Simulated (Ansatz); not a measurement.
The start is a generated cell, ZnSiP2 placed in the chalcopyrite structure type. The cell and all atomic positions are relaxed at zero pressure with PBE (plane waves to 420 eV, PAW, scalar-relativistic; Ansatz, a program for electronic structure). The first steps use a coarse 6×6×6 k-mesh.

The start:
```
ZnSiP2
1.0
   -2.60662     2.60662     5.13685
    2.60662    -2.60662     5.13685
    2.60662     2.60662    -5.13685
Zn Si P
2 2 4
Cartesian
  0.00000   2.60662   2.56842
  0.00000   0.00000   0.00000
  2.60662   0.00000   2.56842
  0.00000   0.00000   5.13685
  1.30331   1.34189  -1.28421
  1.30331   1.26473   3.85264
  3.87135   1.30331   1.28421
 -1.26473   1.30331   6.42106
```

How large is the pressure on the unrelaxed cell, and of which sign?

+10.6 GPa (positive: the cell is compressed).

What is the largest force in the starting geometry, and on which atom (counted from 1)?

0.52 eV/Å, on P5, P6, P7, P8 (atoms numbered as listed).

By how much does the energy per atom fall from start to end?

63 meV/atom.

How does the volume change?

+10.8 %, from 17.45 to 19.34 Å³/atom.

How do the shortest distances between atoms change?

The closest pairs of elements (up to four, under 3.6 Å), start → end: P–Si 2.22 → 2.27 Å; P–Zn 2.27 → 2.38 Å.

What band gap does the relaxed structure have at this level?

1.36 eV, direct at Γ (no spin-orbit coupling).

Write out the relaxed structure.


Space group I-42d (No. 122); a = 5.4187 Å, b = 5.4187 Å, c = 10.5394 Å, α = 90.00°, β = 90.00°, γ = 90.00°

```tsv
atom	site	symmetry	x	y	z
Zn	4a	-4..	0.0000	0.0000	0.0000
Si	4b	-4..	0.0000	0.0000	0.5000
P	8d	.2.	0.2500	0.2327	0.3750
```
(The calculation used a cell of 8 atoms; values per cell refer to that cell.)

The space group stays I-42d (No. 122) (the run could not lower it); the end is chalcopyrite type, with 8 atoms in the primitive cell. Final values are on a 9×9×9 k-mesh of the relaxed cell. No spin polarisation in the result.

The run could not lose the symmetry of its start; a randomly shaken copy of 8 atoms returns to this structure.
